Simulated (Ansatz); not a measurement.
In$_{2}$Se$_{3}$ (La2O3 or Ni2Al3 type, P-3m1), plane-wave PAW LDA (Ansatz code), all energies at zero smearing, with the estimated change up to a 700 eV cutoff added, with one set of potentials and settings (totals compare only within such a set). Cell of 5 atoms (2 In, 3 Se): -27066.562 eV.

```json
[
 {"element": "In", "reference phase": "I4/mmm, 1 atoms in the cell", "E (eV/atom)": "-5457.2167"},
 {"element": "Se", "reference phase": "P3_121, 3 atoms in the cell", "E (eV/atom)": "-5383.2666"}
]
```

Formation energy per atom, worked out: (-27066.562 − 2×(-5457.2167) − 3×(-5383.2666))/5 = -0.466 eV/atom (-45 kJ per mol of atoms), at 0 K, without zero-point energy or fitted corrections.

The workflow started from a Materials Project entry (that database holds measured and hypothetical structures alike); the Crystallography Open Database copy checked does not list it. COD files the formula under space group No. 160, 166, 169, 170. Its standing as an ambient phase is unchecked. Symmetry was held in the LDA relaxation; its stability against distortions is not shown here. A crystal of weakly bound layers computed without a dispersion correction: the cell and the soft elastic constants depend strongly on that. The references are the lowest solids computed at this level, not always the standard phases.

Potentials: the earlier of the program's two PAW sets. The files were generated under PBE; for other functionals the program regenerates the frozen cores, and for LDA and PBEsol the local potential too.
